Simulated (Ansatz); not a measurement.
The relaxed structure here is a generated cell of SiRu: the first start was made by placing the elements on the sites of a structure type, and the end was not matched to a known phase here, so it may be hypothetical.

The start is a generated cell, SiRu built in the AFLOW prototype AB_oI4_44_a_b (as in GaAs). A full variable-cell relaxation at zero pressure is run with PBEsol (plane waves to 420 eV, PAW, scalar-relativistic; Ansatz, a quantum-chemistry and plane-wave program). First-step values are on the input's coarse k-mesh.

Ansatz input (later rounds restart from its end on a renewed k-mesh):
Ansatz 0.2 input:
```yaml
crystal:
  lattice:
    - [-2.3894417, 2.4542908, 1.3144423]
    - [2.3894417, -2.4542908, 1.3144423]
    - [2.3894417, 2.4542908, -1.3144423]
  atoms:
    - { symbol: Ru, position: [0, 0, 0] }
    - { symbol: Si, position: [0.575, 0.075, 0.5] }
basis: { ecutwfc: 420, ecutrho_ratio: 4, xc_grid: 2, fft_grid_basis: typed }
kpoints: { mp_grid: { grid: [10, 10, 10] } }
hamiltonian:
  xc: pbesol
  dispersion: none
  pseudopotentials: { kind: paw }
scf: { occupations: { method: fermi_dirac, width: 0.05 } }
relax: { f_tol: 0.01, max_steps: 100, cell: { stress_tol: 0.02 } }
output: { forces: true, stress: true }
```

Q: What pressure does the first self-consistent step give?

A: -14 GPa (negative: the cell is under tension).

Q: What is the largest force in the starting geometry, and on which atom (counted from 1)?

A: About 0.3 eV/Å, on Ru1, Si2 (atoms numbered as listed).

Q: By how much does the energy per atom fall from start to end?

A: 0.44 eV/atom.

Q: How does the volume change?

A: -9.6 %, from 15.42 to 13.94 Å³/atom.

Q: What band gap does the relaxed structure have at this level?

A: Zero (metallic).

Q: Write out the relaxed structure.

A: 
```cif
data_Ru2Si2
_chemical_formula_sum 'Ru2 Si2'
_space_group_name_H-M_alt 'Immm'
_space_group_IT_number 71
_space_group_name_Hall '-I 2 2'
_cell_length_a 3.00469
_cell_length_b 3.80312
_cell_length_c 4.87832
_cell_angle_alpha 90.000
_cell_angle_beta 90.000
_cell_angle_gamma 90.000
loop_
_space_group_symop_operation_xyz
  'x, y, z'
  '-x, -y, -z'
  '-x, -y, z'
  'x, y, -z'
  'x, -y, -z'
  '-x, y, z'
  '-x, y, -z'
  'x, -y, z'
  'x+1/2, y+1/2, z+1/2'
  '-x+1/2, -y+1/2, -z+1/2'
  '-x+1/2, -y+1/2, z+1/2'
  'x+1/2, y+1/2, -z+1/2'
  'x+1/2, -y+1/2, -z+1/2'
  '-x+1/2, y+1/2, z+1/2'
  '-x+1/2, y+1/2, -z+1/2'
  'x+1/2, -y+1/2, z+1/2'
loop_
_atom_site_label
_atom_site_type_symbol
_atom_site_symmetry_multiplicity
_atom_site_Wyckoff_symbol
_atom_site_fract_x
_atom_site_fract_y
_atom_site_fract_z
_atom_site_occupancy
Ru1 Ru 2 a 0.00000 0.00000 0.00000 1
Si1 Si 2 c 0.00000 0.00000 0.50000 1
```
(The calculation used a cell of 2 atoms; values per cell refer to that cell.)

Final values are on a 20×20×20 k-mesh of the relaxed cell. No spin polarisation in the result.

The run could not lose the symmetry of its start: the end is stationary, and may be a saddle point rather than a minimum.
